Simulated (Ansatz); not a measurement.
Given:

TlBiTe2:
Space group R-3m, hexagonal axes (No. 166); a = b = 4.500 Å, c = 23.086 Å, α = β = 90.00°, γ = 120.00°

```
atom  site  symmetry       x       y       z
----  ----  --------  ------  ------  ------
Tl      3b       -3m  0.0000  0.0000  0.5000
Bi      3a       -3m  0.0000  0.0000  0.0000
Te      6c        3m  0.0000  0.0000  0.2570
```
(The calculation used a cell of 4 atoms; values per cell refer to that cell.)

This is the PBEsol-relaxed structure.

Q: All from plane-wave PAW PBEsol (Ansatz code), unless another level is named. Predict the hole effective mass.

A: 0.098, 0.11, 0.13 mₑ (principal values).

Q: Next, the smallest direct gap on the standard path?

A: 0.22 eV.

Q: What about the electron effective mass?

A: 0.083, 0.088, 0.088 mₑ (principal values).

Q: And the conduction-band minimum?

A: at Γ.

Q: Next, the gap with spin–orbit coupling?

A: none (metallic).

The workflow started from a Materials Project entry (that database holds measured and hypothetical structures alike); the Crystallography Open Database files this formula in space group No. 166, but the cells were not matched. Whether it is the stable phase at ambient conditions was not checked. Symmetry was held in the PBEsol relaxation; its stability against distortions is not shown here. Spin–orbit coupling is left out wherever it is not named.

Potentials: the later of the program's two PAW sets.
